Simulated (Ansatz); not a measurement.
# Eigenvalues along a path: Au (bcc type)

```
CELL_PARAMETERS angstrom
-1.60793 1.60793 1.60793
1.60793 -1.60793 1.60793
1.60793 1.60793 -1.60793
ATOMIC_POSITIONS crystal
Au 0.00000 0.00000 0.00000
```

The cell comes from a relaxation on PAW files under the same functional, begun from a prototype that needn't be the stable phase.

Computed with Ansatz 0.2.0; functional LDA, scalar-relativistic. Settings: a Γ-centred 17×17×17 k mesh, Fermi–Dirac smearing of 0.1 eV, no spin polarisation. Methods: LAPW: all electrons, basis error target 1 meV/atom.

Spin–orbit coupling is left out, which matters for the heavy atoms.

Path points, in fractions of the reciprocal vectors: Γ (0.000, 0.000, 0.000), H (0.500, -0.500, 0.500), N (0.000, 0.000, 0.500), P (0.250, 0.250, 0.250). The distance column jumps between branches of the path. Levels in eV from the Fermi level; bands 17 to 24, counted from the lowest band of the run. The gap is zero, the pressure -0.01 GPa.

```
# k(1/Å) point b17 b18 b19 b20 b21 b22 b23 b24
0.000 Γ -10.11 -4.92 -4.92 -4.92 -2.87 -2.87 16.53 16.53
0.279 - -9.73 -4.90 -4.90 -4.78 -3.12 -2.78 16.32 17.01
0.558 - -8.65 -4.80 -4.80 -4.38 -3.78 -2.56 15.97 16.42
0.837 - -7.17 -4.67 -4.51 -4.51 -3.78 -2.23 13.66 15.69
1.116 - -6.14 -5.57 -3.93 -3.93 -3.06 -1.26 12.46 12.55
1.396 - -6.32 -6.25 -3.07 -3.07 -2.36 1.04 9.57 9.57
1.675 - -6.81 -6.75 -2.12 -2.12 -1.84 4.11 7.27 7.27
1.954 H -6.98 -6.98 -1.65 -1.65 -1.65 6.34 6.34 6.34
2.151 - -6.89 -6.87 -2.01 -1.91 -1.63 5.61 6.08 6.81
2.349 - -6.65 -6.53 -2.87 -2.60 -1.57 4.67 5.33 8.00
2.546 - -6.41 -5.98 -3.86 -3.38 -1.49 4.12 4.20 9.52
2.743 - -6.47 -5.23 -4.77 -3.73 -1.40 2.84 3.88 11.10
2.941 - -6.88 -5.48 -4.31 -3.53 -1.32 1.41 3.79 12.55
3.138 - -7.27 -5.92 -3.30 -3.18 -1.26 0.05 3.77 12.66
3.335 N -7.42 -6.07 -3.03 -2.65 -1.24 -0.71 3.77 12.43
3.533 - -7.41 -6.02 -3.09 -2.67 -1.73 -1.49 5.15 12.68
3.730 - -7.45 -5.87 -3.56 -2.96 -2.71 -2.13 7.84 13.38
3.927 - -7.80 -5.65 -4.52 -3.18 -2.95 -2.77 10.88 14.45
4.125 - -8.57 -5.40 -4.87 -3.74 -3.21 -2.82 13.88 15.66
4.322 - -9.37 -5.16 -4.91 -4.37 -3.11 -2.85 16.02 16.47
4.520 - -9.92 -4.98 -4.92 -4.78 -2.95 -2.87 16.54 16.59
4.717 Γ -10.11 -4.92 -4.92 -4.92 -2.87 -2.87 16.53 16.53
4.959 - -9.83 -4.98 -4.98 -4.67 -2.92 -2.92 16.62 16.62
5.200 - -9.02 -5.19 -5.19 -3.92 -2.99 -2.99 16.02 16.02
5.442 - -7.86 -5.48 -5.48 -2.96 -2.96 -2.66 13.83 14.31
5.684 - -6.60 -5.72 -5.72 -2.86 -2.86 -0.91 9.88 12.36
5.926 - -5.82 -5.82 -5.57 -2.73 -2.73 1.14 6.82 10.51
6.167 - -5.72 -5.72 -5.14 -2.63 -2.63 2.77 5.63 8.84
6.409 P -5.47 -5.47 -5.47 -2.60 -2.60 2.92 7.41 7.41
6.651 - -6.08 -5.19 -5.19 -2.63 -2.63 3.05 6.33 6.33
6.892 - -6.40 -5.07 -5.07 -2.68 -2.68 3.37 5.75 5.75
7.134 - -6.12 -5.30 -5.30 -2.62 -2.62 3.76 5.68 5.68
7.376 - -5.82 -5.82 -5.20 -2.37 -2.37 4.21 5.93 5.93
7.618 - -6.40 -6.40 -3.78 -2.04 -2.04 4.78 6.19 6.19
7.859 - -6.83 -6.83 -2.31 -1.76 -1.76 5.60 6.32 6.32
8.101 H -6.98 -6.98 -1.65 -1.65 -1.65 6.34 6.34 6.34
9.793 P -5.47 -5.47 -5.47 -2.60 -2.60 2.92 7.41 7.41
9.933 - -5.72 -5.59 -5.13 -2.62 -2.60 2.96 6.12 7.69
10.072 - -5.91 -5.88 -4.69 -2.68 -2.61 3.07 4.83 8.48
10.212 - -6.34 -5.99 -4.16 -2.77 -2.62 3.24 3.56 9.65
10.351 - -6.77 -6.04 -3.52 -2.87 -2.63 2.34 3.43 11.04
10.491 - -7.12 -6.06 -2.95 -2.78 -2.64 1.17 3.61 12.11
10.630 - -7.35 -6.07 -3.01 -2.65 -1.95 0.08 3.72 12.36
10.770 N -7.42 -6.07 -3.03 -2.65 -1.24 -0.71 3.77 12.43
```
